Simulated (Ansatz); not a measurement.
**Computed properties of NiGe**

NiGe:
```
CELL_PARAMETERS angstrom
      5.28395     0.00000     0.00000
      0.00000     3.46777     0.00000
      0.00000     0.00000     5.72049
ATOMIC_POSITIONS crystal
  Ni 0.50732 0.25000 0.68934
  Ni 0.49268 0.75000 0.31066
  Ni 0.99268 0.75000 0.18934
  Ni 0.00732 0.25000 0.81066
  Ge 0.68867 0.25000 0.09020
  Ge 0.31133 0.75000 0.90980
  Ge 0.81133 0.75000 0.59020
  Ge 0.18867 0.25000 0.40980
```

Space group Pnma (No. 62); conventional cell a = 5.2839 Å, b = 3.4678 Å, c = 5.7205 Å, α = β = γ = 90.00°.

Method: PBEsol (plane waves, PAW; program Ansatz). The cell and atoms are relaxed at this level. Other levels are named where they apply.

Cell and energy:

```json
{
 "volume_per_atom": "13.10 Å³",
 "density": "8.32 g/cm³",
 "Formation energy from the elements (no fitted shifts)": "-0.37 eV/atom"
}
```

Electronic structure:

```json
{
 "electronic_character": "metallic (no gap)",
 "Density of states at the Fermi level": "0.30 states/eV per atom (mean over ±0.08 eV)",
 "Gap with spin–orbit coupling": "none (metallic)"
}
```

Mechanics:

```json
{
 "Bulk modulus (Birch–Murnaghan fit)": "152 GPa",
 "Pressure derivative B′": "4.9",
 "Elastic constants (relaxed ions, GPa)": "C11 = 232, C22 = 204, C33 = 191, C12 = 154, C13 = 113, C23 = 121, C44 = 77.3, C55 = 117, C66 = 119",
 "mechanical_stability": "stable (all eigenvalues of C positive)",
 "hill_bulk_and_shear_moduli": "154 and 69.2 GPa",
 "Young's modulus": "180 GPa",
 "Poisson's ratio": "0.30",
 "debye_temperature_from_the_elastic_constants": "407 K"
}
```

Phonons:

```json
{
  "highest_zone_centre_frequency": "280 cm⁻¹",
  "zone_centre_stability": "no imaginary mode at Γ"
}
```

Symmetry was held in the PBEsol relaxation. The run is not spin-polarised. As this level gives no gap, shear constants depend on the k-mesh and smearing (Fermi–Dirac, 0.1 eV here). As this level gives no gap, phonon frequencies hold no LO–TO term and depend on the k-mesh and smearing (Fermi–Dirac, 0.1 eV here). On the denser mesh and wider smearing of the elastic run this cell carries a stress of 0.4 GPa. The references are the lowest solids computed at this level, not always the standard phases. Spin–orbit coupling is left out wherever it is not named.

Potentials: the later of the program's two PAW sets.
